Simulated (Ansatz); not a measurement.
Mg₂Rh:
```
Mg2Rh
1.0
   -1.56751     1.56751     4.93000
    1.56751    -1.56751     4.93000
    1.56751     1.56751    -4.93000
Mg Rh
2 1
Direct
  0.64385   0.64385   0.00000
  0.35615   0.35615   0.00000
  0.00000   0.00000   0.00000
```

Relaxed with LDA. Special points in fractions of this cell's reciprocal vectors: Γ (0.000, 0.000, 0.000); X (0.000, 0.000, 0.500); P (0.250, 0.250, 0.250); N (0.000, 0.500, 0.000); M (0.500, 0.500, -0.500); S (0.275, 0.725, -0.275); S0 (-0.275, 0.275, 0.275); R (-0.051, 0.051, 0.500); G (0.500, 0.500, -0.051).

### Question
List the band energies nearest the Fermi level at these points for the program Ansatz at the LDA level (PAW).

### Answer
In eV from the Fermi level; about four levels below and three above (degenerate sets whole), none deeper than 8.9 eV; points with the same levels are listed once.

```csv
k,below,above
Γ,-1.22 -1.22 -0.76 -0.66,1.46 7.34 8.66 8.66
X,-2.93 -2.57 -1.65 -0.09,0.21 1.44 2.20
P,-4.02 -2.77 -2.77 -1.67,0.21 0.53 0.53
N,-2.18 -1.70 -1.07 -0.36,0.71 2.91 5.55
M,-2.22 -1.18 -1.18 -0.65,6.00 7.23 7.23
S,-1.86 -1.67 -1.26 -1.07,0.70 3.92 5.57
R,-2.98 -2.54 -1.66 -0.46,0.56 0.91 1.39
```

Space group I4/mmm (MoSi2 or CaC2 type). The workflow started from a Materials Project entry (that database holds measured and hypothetical structures alike); the Crystallography Open Database copy checked does not list it. Whether it is the stable phase at ambient conditions was not checked. The LDA relaxation kept the symmetry of its start; its stability against distortions is not shown here. The run is not spin-polarised. Scalar-relativistic: spin–orbit coupling is off unless named, which matters more the heavier the elements.

Potentials: the later of the program's two PAW sets.
